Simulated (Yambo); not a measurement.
Material: BaZnBO₃F (space group P-6, No. 174); a = 5.1272 Å, b = 5.1272 Å, c = 4.3638 Å, α = 90.00°, β = 90.00°, γ = 120.00° (7 atoms in the cell). The geometry is that of Materials Project entry mp-1077866, symmetrised and not relaxed again.

With LDA (pw.x of Quantum ESPRESSO, ONCV potentials, no spin-orbit coupling), the gap between the mesh's edge points (K → Γ) is 3.437 eV.

Question: By how much does one-shot G0W0 (Yambo; 3×3×4 Γ-centred k mesh, bands 5 to 153 and a 7 Ry block in the screening, 153 bands in G with the Bruneval-Gonze terminator, plasmon pole fitted at 27.2 eV) open this gap, and what gap results?

Answer: The correction is 2.268 eV, giving 5.705 eV, 1.7 times the LDA value.  Nearest settings tried, and what they do to the gap: 102 bands in W, 102 bands in G: +65 meV; 6 Ry block (187 vectors against 217): -18 meV. Not varied: mesh. So the settings aren't converged at that level. Oxides, nitrides and fluorides with a shallow 3d shell are known to need far more bands and larger blocks.
